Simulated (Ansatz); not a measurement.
TiSi₂ in space group Fddd (No. 70; Ti on 8b, Si on 16f) at seven volumes, the program Ansatz at the PBE level (PAW), shape and atoms relaxed at each. One row is withheld.

```json
[
 {"V (Å³/atom)": "12.897", "P (GPa)": "16.22"},
 {"V (Å³/atom)": "13.323", "P (GPa)": "9.92"},
 {"V (Å³/atom)": "13.748", "P (GPa)": "?"},
 {"V (Å³/atom)": "14.173", "P (GPa)": "0.00"},
 {"V (Å³/atom)": "14.598", "P (GPa)": "-3.88"},
 {"V (Å³/atom)": "15.023", "P (GPa)": "-7.17"},
 {"V (Å³/atom)": "15.449", "P (GPa)": "-9.96"}
]
```

Fit the shown pressures and predict the withheld one.

P = (3/2)B₀(x^(7/2) − x^(5/2))[1 + (3/4)(B′ − 4)(x − 1)] with x = (V₀/V)^(2/3). Least squares on the six rows gives V₀ = 14.173 Å³/atom, B₀ = 140 GPa, B′ = 4.40. At V = 13.748, x = 1.0205 and P = 4.56 GPa. The run itself gave 4.56 GPa.

The cell was relaxed with PBE under the symmetry of its start; of distortions, only those at the zone centre were tested. The run is not spin-polarised.

Potentials: the later of the program's two PAW sets.
